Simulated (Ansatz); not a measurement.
# Data sheet: CaAlHO$_{2}$ (DFT)

CaAlHO$_{2}$:
```xyz
5
Lattice="3.7304 0.0000 0.0000 0.0000 3.7304 0.0000 0.0000 0.0000 3.4481" Properties=species:S:1:pos:R:3 pbc="T T T"
Ca     1.8652     1.8652     1.7241
Al     0.0000     0.0000     0.0000
O      1.8652     0.0000     0.0000
O      0.0000     1.8652     0.0000
H      0.0000     0.0000     1.7241
```

Space group P4/mmm (No. 123); conventional cell a = 3.730 Å, b = 3.730 Å, c = 3.448 Å, α = 90.00°, β = 90.00°, γ = 90.00°.

Method: r²SCAN (plane waves, PAW; program Ansatz). The cell and atoms are relaxed at this level. Other levels are named where they apply.

**Cell and energy**

Volume per atom: 9.60 Å³
Density: 3.46 g/cm³
Formation energy from the elements (no fitted shifts): -2.46 eV/atom

**Electronic structure**

* **Band gap**: 4.37 eV (indirect)
* **Valence-band maximum**: at A
* **Conduction-band minimum**: at X (2 equivalent valleys)
* **Smallest direct gap on the standard path**: 5.32 eV
* **Electron effective mass**: 0.44, 0.49, 0.69 mₑ (principal values)
* **Hole effective mass**: 0.64, 0.64, 5.4 mₑ (principal values)
* **HSE06 gap on the r²SCAN cell**: 5.28 eV

**Mechanics**

* **Bulk modulus (Birch–Murnaghan fit)**: 151 GPa
* **Pressure derivative B′**: 4.0
* **Elastic constants (relaxed ions, GPa)**: C11 = 322, C12 = 134, C13 = 68.6, C33 = 237, C44 = 110, C66 = 176
* **Mechanical stability**: stable (all eigenvalues of C positive)
* **Hill bulk and shear moduli**: 155 and 117 GPa
* **Young's modulus**: 279 GPa
* **Poisson's ratio**: 0.20
* **Debye temperature from the elastic constants**: 897 K

**Charges**

- Bader charges: Ca +1.59, Al +2.55, O -1.66, H -0.83 e

The start of the workflow was typed in or built on a structure type; neither database checked (COD, Materials Project) lists it. Whether it is the stable phase at ambient conditions was not checked. Symmetry was held in the r²SCAN relaxation; its stability against distortions is not shown here. The references are the lowest solids computed at this level, not always the standard phases (solids in place of the gases).

Potentials: the earlier of the program's two PAW sets. The files were generated under PBE; for other functionals the program regenerates the frozen cores, and for LDA and PBEsol the local potential too.
